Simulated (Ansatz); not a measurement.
AlN (wurtzite, P6_3mc), LDA (plane waves, PAW; program Ansatz). The conduction-band minimum lies at Γ, with 1 equivalent valley. Second derivatives d²E/dk² of the lowest band at one valley (eV·Å²), along Cartesian directions:

```csv
direction,d²E/dk²
[100],23.79
[010],23.79
[001],24.67
[110],23.79
[101],24.23
[011],24.23
```

Q: Find the principal effective masses, the density-of-states mass and the conductivity mass.

A: Off-diagonal terms follow from H_xy = H[110] − (H_xx + H_yy)/2, and m*/mₑ = 7.620 eV·Å² over each eigenvalue: 0.31, 0.32, 0.32. One valley's DOS mass (m₁m₂m₃)^(1/3) = 0.32, conductivity mass 3/(Σ 1/mᵢ) = 0.32 mₑ.

Q: What effective density of states Nc follows at 300 K for parabolic valleys?

A: Nc = 2.509e19 × 1 × (0.32)^(3/2) ≈ 4.5e18 cm⁻³.

Q: With the computed static dielectric constant 8.51 (mean of the diagonal), estimate a hydrogenic donor's binding energy and radius.

A: E = 13.606 eV × 0.32/8.51² ≈ 60 meV; a = 0.529 Å × ε/m* ≈ 14 Å. Semilocal masses tend to be too small when the gap is underestimated.

Symmetry was held in the LDA relaxation.

Potentials: the earlier of the program's two PAW sets. The files were generated under PBE; for other functionals the program regenerates the frozen cores, and for LDA and PBEsol the local potential too.
